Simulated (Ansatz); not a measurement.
**Calculated with Ansatz: TiClO, settings compared**

Launch command:

```bash
ansatz run input.yaml --threads 1 --pin off --max-ram 2560MiB --backend cpu --events-out ev --progress --plain --runs-dir out
```

The input file (Ansatz 0.2.0, plane waves):

```yaml
crystal:
  lattice:
    - [3.441862, 0.0, 0.0]
    - [0.0, 2.982947, 0.0]
    - [0.0, 0.0, 6.841389]
  atoms:
    - { symbol: Ti, position: [0.0, 0.5, 0.121] }
    - { symbol: Ti, position: [0.5, 0.0, 0.879] }
    - { symbol: O, position: [0.0, 0.0, 0.97] }
    - { symbol: O, position: [0.5, 0.5, 0.03] }
    - { symbol: Cl, position: [0.0, 0.0, 0.345] }
    - { symbol: Cl, position: [0.5, 0.5, 0.655] }
  symmetry: { tolerance: 0.0003 }
kpoints:
  mp_grid: { grid: [5, 6, 3], shift: [0, 0, 0] }
magnetization:
  spin_polarized: false
scf:
  occupations: { method: fermi_dirac }
hamiltonian:
  pseudopotentials: { kind: paw }
  xc: r2scan
basis:
  ecutwfc: 500
output:
  forces: true
  stress: true
  eigenvalues: true
```

Origin of the cell: a known structure type with other elements, at an estimated volume, so it need not be a known compound.

The smearing width isn't typed, so it takes its default of 0.1 eV.

Output of this run (shortened):

```
SCF iter   1: F=—  HF=-8316.738393 eV  Δρ=1.42e-2  dr2=1.28e-1  dr2_τ=5.12e-1
SCF iter   2: F=—  HF=-8317.022337 eV  Δρ=4.58e-3  dr2=1.02e-2  dr2_τ=2.43e-3
SCF iter   3: F=—  HF=-8317.020676 eV  Δρ=2.02e-3  dr2=1.45e-3  dr2_τ=3.23e-4
SCF iter   4: F=—  HF=-8317.021036 eV  Δρ=6.84e-4  dr2=4.45e-4  dr2_τ=3.28e-5
SCF iter   5: F=—  HF=-8317.021021 eV  Δρ=2.25e-4  dr2=2.91e-5  dr2_τ=2.04e-6
SCF iter   6: F=—  HF=-8317.021034 eV  Δρ=7.46e-5  dr2=5.43e-6  dr2_τ=3.79e-7
SCF iter   7: F=—  HF=-8317.021034 eV  Δρ=1.63e-5  dr2=4.31e-7  dr2_τ=9.26e-9
SCF iter   8: F=-8317.021034 eV  HF=-8317.021034 eV  Δρ=4.40e-6  dr2=3.14e-8  dr2_τ=1.15e-9
SCF 1 converged in 8 iterations: F = -8317.021034 eV  dr2 = 3.14e-8
SCF converged after 8 iterations
Free energy (F): -8317.021034 eV
Harris-Foulkes:  -8317.021034 eV  (|F-HF|=1.42e-8)
Internal energy: -8316.892713 eV  (E = F + TS)
E sigma→0 (E₀):  -8316.956873 eV
Entropy (-TS):   -0.128321 eV (-21.387 meV/atom)
Fermi energy:    14.541469 eV
--- Per-component energies (eV) ---
  E_band       = -316.193269
  E_kinetic    = 1278.909296
  E_local      = -4757.150702  (includes V_loc(G=0)·N_el)
  E_nonlocal   = 170.796748
  E_hartree    = 2074.107975
  E_xc         = -556.550582
  E_vxc        = -767.692272  (∫ρ·V_xc dr)
  E_paw        = -3774.416246  (= ΣΔE_a)
  E_vpaw       = -434.853292  (= ΣTr[D̂ρ^β])
  E_aug_tail   = 0.002341  (compensation charges beyond the density's cutoff)
  E_vtau       = 45.585594  (kinetic-family band-sum trace: ∫τ·v_τ [+ j·A + Jᵃ·Aᵃ] dr)
  E_ewald      = -2751.747933
  E_core_change = -0.843610  (= ΣΔE_core)
  E_smearing   = -0.128321  (= −TS)
  Σ components = -8317.021034   (vs F -8317.021034, Δ=0.00e0)
--- Forces (eV/Å), atoms counted from 1 ---
  atom   1  Ti     0.000000     0.000000     3.068082
  atom   2  Ti     0.000000     0.000000    -3.068082
  atom   3  O      0.000000     0.000000    -3.782762
  atom   4  O      0.000000     0.000000     3.782762
  atom   5  Cl     0.000000     0.000000     5.051083
  atom   6  Cl     0.000000     0.000000    -5.051083
  max |Σ_I F_I| component: 8.88e-16 eV/Å
--- Stress (GPa, compression-positive) ---
       65.912140       0.000000       0.000000
        0.000000     100.211112       0.000000
        0.000000       0.000000      84.879674
  P = ⅓ Tr σ = 83.6676 GPa (836.676 kbar)
```

The same input was run again with these changes:

1. `hamiltonian.dispersion` default → d3bjatm
2. `basis.ecutwfc` 500 → "350 eV"
3. `scf.occupations.method` fermi_dirac → tetrahedron_uncorrected; `scf.convergence.dr2_threshold` default → 1.0e-09
4. `crystal.lattice` scaled; `scf.max_iter` default → 60

```
 run          end  SCF iterations  P (GPa)  max force component (eV/Å)  moment (μB)  ΔE(σ→0) (meV/atom)
base    converged               8    83.67                       5.051            –                   0
   1    converged               8    82.12                       5.049            –                   –
   2    converged               8    83.53                       5.055            –               28.73
   3    converged              11    83.98                       5.108            –               18.47
   4  cut by time              34        –                           –            –                   –
```

Energies are compared only where functional, datasets, charge and starting cell are the same.

Not properties of the system: run 2 (too coarse or loose: `basis.ecutwfc` = "350 eV").

Caveats of the base run: no moments, though an odd count or open d shells may carry them; the given cell is far from equilibrium, with atoms too close or a volume far off; the k mesh is coarse if the cell is a metal.

Run 2: the cutoff lies below the datasets' advice.

The base run took 8.2 s on 1 thread of Arm Neoverse V2, on a shared host, peak memory 0.49 GiB, from the program's own first density.
